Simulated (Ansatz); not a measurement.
## IrPt2: phonons across the zone

Level of theory: Ansatz 0.2.0, DFT PBE, scalar-relativistic, plane waves, PAW. Plane waves to 420 eV; Γ-centred k mesh 12×12×4; Gaussian smearing of 0.10 eV. No spin polarisation. Phonons by linear response, acoustic sum rule imposed.

The cell, relaxed at this level:
```xyz
6
Lattice="2.7700 0.0000 0.0000 0.0000 2.7700 0.0000 0.0000 0.0000 11.9366" Properties=species:S:1:pos:R:3 pbc="T T T"
Ir    0.0000    1.3850   11.0214
Ir    1.3850    0.0000    0.9152
Pt    0.0000    1.3850    6.9913
Pt    1.3850    0.0000    4.9453
Pt    0.0000    1.3850    2.8876
Pt    1.3850    0.0000    9.0489
```

The structure comes from a proposed guess, relaxed at this level; another structure or a mixture of phases may lie lower. In a metal, frequencies and elastic constants depend on the k mesh and the smearing, soft modes and shear constants most. Some empty bands missed the eigensolver's threshold. Spin–orbit coupling is left out, which matters for heavy elements.

Force constants from linear response on a 4×4×1 q mesh.

(1) Is the structure dynamically stable on this mesh?

(2) Give the frequencies (cm⁻¹; i marks imaginary ones) at the irreducible q points, in fractions of the reciprocal vectors.

Answers

(1) Yes, on this mesh: no mode is imaginary.

(2)
| q | star | frequencies |
| --- | --- | --- |
| 0.000 0.000 0.000 | 1 | 0 0 0 49 49 60 60 99 99 102 102 102 112 142 142 165 165 192 |
| 0.000 0.250 0.000 | 4 | 47 64 65 69 69 73 94 102 104 104 117 135 140 144 148 158 178 181 |
| 0.000 -0.500 0.000 | 2 | 68 68 88 88 96 96 102 102 118 118 122 122 166 166 181 181 190 190 |
| 0.250 0.250 0.000 | 4 | 70 81 84 88 97 100 104 106 117 130 130 141 147 151 154 158 173 173 |
| 0.250 -0.500 0.000 | 4 | 98 98 107 107 111 111 119 119 123 123 141 141 168 168 177 177 180 180 |
| -0.500 -0.500 0.000 | 1 | 101 101 123 123 133 133 140 140 148 148 153 153 168 168 171 171 187 187 |
